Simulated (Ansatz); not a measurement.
Relaxed-ion elastic tensor of BiPt (NiAs type, P6_3/mmc) in GPa (Voigt order), DFT-PBEsol in the program Ansatz with PAW potentials; density 14.84 g/cm³, 22.60 Å³ per atom.

```
 156   109  89.3   0.0   0.0   0.0
 109   156  89.3   0.0   0.0   0.0
89.3  89.3   226   0.0   0.0   0.0
 0.0   0.0   0.0  34.4   0.0   0.0
 0.0   0.0   0.0   0.0  34.4   0.0
 0.0   0.0   0.0   0.0   0.0  23.3
```

Task: Is the crystal mechanically stable?

Result: Yes: the smallest eigenvalue of C is 23.3 GPa.

Task: Work out the Voigt, Reuss and Hill averages.

Result: K_V = 124, K_R = 122, K_H = 123; G_V = 35.1, G_R = 31.1, G_H = 33.1 GPa.

Task: Give Young's modulus, Poisson's ratio, Pugh's ratio and the universal anisotropy index.

Result: E = 9KG/(3K + G) = 91.1 GPa; ν = 0.38; K/G = 3.71 (ductile by the Pugh limit of 1.75); A_U = 5G_V/G_R + K_V/K_R − 6 = 0.66.

Task: Estimate the sound speeds and the Debye temperature.

Result: v_l = √((K + 4G/3)/ρ) = 3350 m/s, v_t = √(G/ρ) = 1490 m/s, mean 1680 m/s; Θ = (h/k)(3n/4πV)^(1/3) v_m = 177 K.

Task: How much does each axis shrink under pressure?

Result: Linear compressibilities β_i = Σ_j S_ij (j = 1 to 3): x 3.1, y 3.1, z 2.0 per TPa.

The first step of the workflow began from a Materials Project structure, measured or hypothetical; the Crystallography Open Database files this formula in space group No. 194, but the cells were not matched. Its standing as an ambient phase is unchecked. The PBEsol relaxation kept the symmetry of its start; of distortions, only those at the zone centre were tested. The run is not spin-polarised. As this level gives no gap, shear constants depend on the k-mesh and smearing (Fermi–Dirac, 0.1 eV here). Spin–orbit coupling is left out wherever it is not named.

Potentials: the later of the program's two PAW sets.
